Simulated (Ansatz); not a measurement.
CdSn$_{2}$Te$_{3}$: computed properties

Method: DFT PBE, scalar-relativistic, plane waves, PAW in Ansatz.

Plane waves to 420 eV, a k mesh through Γ of 6×6×6 on the computed 6-atom cell and Gaussian smearing (0.10 eV); no spin polarisation.

The structure is relaxed at this level of theory with its symmetry kept, and needn't be the ground state of this composition.

```cif
data_structure
_symmetry_space_group_name_H-M 'P 1'
_symmetry_Int_Tables_number 1
_cell_length_a 5.8716
_cell_length_b 5.8716
_cell_length_c 5.8716
_cell_angle_alpha 77.668
_cell_angle_beta 77.668
_cell_angle_gamma 77.668
_cell_volume 190.17
loop_
_atom_site_label
_atom_site_type_symbol
_atom_site_fract_x
_atom_site_fract_y
_atom_site_fract_z
_atom_site_occupancy
Cd1 Cd 0.50000 0.50000 0.50000 1
Sn1 Sn 0.83553 0.83553 0.83553 1
Sn2 Sn 0.16447 0.16447 0.16447 1
Te1 Te 0.00000 0.33633 0.66367 1
Te2 Te 0.33633 0.66367 0.00000 1
Te3 Te 0.66367 0.00000 0.33633 1
```

| Item | Value |
| --- | --- |
| Space group | R32 (No. 155) |
| Volume per atom | 31.70 Å³ |
| Formation energy from the elements' standard states (uncorrected) | -0.167 eV/atom |
| Kohn–Sham band gap | none (metal) |
| Density of states at the Fermi level | 1.9 states/eV per cell |
| Orbital (Löwdin) character within 0.5 eV of the Fermi level | Te 5p 50 %, Sn 5p 24 %, Sn 5s 11 %, Cd 5s 8 %, unprojected 4 % |
| Bader charge by site (e) | Cd (1 in the cell) 0.49, Sn (2 in the cell) 0.63, Te (3 in the cell) -0.58 |

Spin-orbit coupling is left out, which matters for the bands of heavy elements.

The cell was found from a structure generator's guess, not taken from experiment. Löwdin shares on free-atom orbitals overweight diffuse shells.
